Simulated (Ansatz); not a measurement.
Every step of a relaxation of hcp Co (0001), 5 layers

DFT, PBE, PAW with Ansatz's default frozen-core files, scalar-relativistic (Ansatz 0.2.0); a Γ-centred 15×15×1 k mesh, Fermi–Dirac smearing of 0.1 eV, spin-polarised from start moments Co1 1.7, Co2 1.7, Co3 1.7, Co4 1.7, Co5 1.7 μB. The run relaxes the atoms in the fixed cell.

Command: `ansatz run input.yaml --threads 3 --pin off --max-ram 9216MiB --backend cpu --events-out ev --progress --plain --runs-dir out` It took 71 s on 3 threads of Intel(R) Xeon(R) Platinum 8488C (Sapphire Rapids), with other jobs on the host, peak memory 0.65 GiB.

```yaml
crystal:
  lattice:
    - [2.493039787, 0.0, 0.0]
    - [-1.2465198935, 2.1590357882, 0.0]
    - [0.0, 0.0, 24.0739]
  atoms:
    - { symbol: Co, position: [0.0, 0.0, 0.3323109461], spin: 1.7 }
    - { symbol: Co, position: [0.333333334, 0.666666666, 0.4161554732], spin: 1.7 }
    - { symbol: Co, position: [0.0, 0.0, 0.4999999997], spin: 1.7 }
    - { symbol: Co, position: [0.333333334, 0.666666666, 0.5838445268], spin: 1.7 }
    - { symbol: Co, position: [0.0, 0.0, 0.6676890539], spin: 1.7 }
magnetization:
  spin_polarized: true
kpoints:
  mp_grid: { grid: [15, 15, 1] }
scf:
  occupations: { method: fermi_dirac, width: 0.1 }
hamiltonian:
  xc: pbe
  pseudopotentials: { kind: paw }
output:
  forces: true
  stress: true
  eigenvalues: true
relax:
  f_tol: 0.01
  max_steps: 40
efield:
  axis: 3
  amplitude: 0
  dipole_correction: true
```

Each step lists its free energy a cell above the last geometry, and Cartesian positions (Å) with forces (eV/Å).

The first step:

```
step 1  dF = 17.30 meV
  Co 0.0000 0.0000 8.0000   0.0000 0.0000 0.2918
  Co 0.0000 1.4394 10.0185   0.0000 0.0000 -0.3424
  Co 0.0000 0.0000 12.0369   0.0000 0.0000 0.0000
  Co 0.0000 1.4394 14.0554   0.0000 0.0000 0.3423
  Co 0.0000 0.0000 16.0739   0.0000 0.0000 -0.2917
```

Other magnetic orders may lie lower.

Task: Where does the relaxation end, and by which steps?

Result: After 4 geometries, with a shortest distance of 2.435 Å and a cell moment of 8.37 μB. The further steps:
```
step 2  dF = 6.71 meV
  Co 0.0000 0.0000 8.0176   0.0000 0.0000 0.1839
  Co 0.0000 1.4394 10.0146   0.0000 0.0000 -0.2267
  Co 0.0000 0.0000 12.0369   0.0000 0.0000 0.0000
  Co 0.0000 1.4394 14.0593   0.0000 0.0000 0.2267
  Co 0.0000 0.0000 16.0563   0.0000 0.0000 -0.1839
step 3  dF = 0.06 meV
  Co 0.0000 0.0000 8.0407   0.0000 0.0000 -0.0159
  Co 0.0000 1.4394 10.0020   0.0000 0.0000 0.0240
  Co 0.0000 0.0000 12.0370   0.0000 0.0000 -0.0002
  Co 0.0000 1.4394 14.0719   0.0000 0.0000 -0.0241
  Co 0.0000 0.0000 16.0332   0.0000 0.0000 0.0162
step 4  dF = 0.00 meV
  Co 0.0000 0.0000 8.0395   0.0000 0.0000 0.0002
  Co 0.0000 1.4394 10.0036   0.0000 0.0000 0.0000
  Co 0.0000 0.0000 12.0370   0.0000 0.0000 0.0000
  Co 0.0000 1.4394 14.0703   0.0000 0.0000 0.0000
  Co 0.0000 0.0000 16.0344   0.0000 0.0000 -0.0002
```
